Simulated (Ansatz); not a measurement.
This cell of TiC (rock salt) is off equilibrium:

```
TiC
1.0
    0.00000     4.33303     4.33303
    2.16652     0.00000     2.16652
    2.16652     2.16652     0.00000
C Ti
2 2
Cartesian
 -0.08083   0.08083   0.08083
  2.24735   4.25221   2.08569
  2.16652   2.16652   2.16652
  2.16652   4.33303   4.33303
```

All values below come from PBE (plane waves to 420 eV, PAW, scalar-relativistic; Ansatz, a program for electronic structure). k mesh 9×18×18 (Γ-centred), Fermi-Dirac smearing 0.05 eV. Compression counts positive. With partly filled bands, energies and forces of such displacements shift with the k mesh and the smearing. TiC is run without spin polarisation. TiC was relaxed with its symmetry unable to fall.

Problem. Predict the force on every atom, in eV/Å.

Solution. 
| atom | Fx | Fy | Fz |
|---|---|---|---|
| C1 | 1.809 | -1.809 | -1.809 |
| C2 | -1.809 | 1.809 | 1.809 |
| Ti3 | 0.000 | 0.000 | 0.000 |
| Ti4 | 0.000 | 0.000 | 0.000 |

Problem. What is the stress tensor (GPa)?

Solution. 
```
    2.7      1.2      1.2
    1.2      2.7     -1.2
    1.2     -1.2      2.7
```
The pressure, a third of the trace, is 2.7 GPa.

(For displaced atoms, the force is minus the slope of the energy, and its curvature is a force constant, which sets phonon frequencies.)
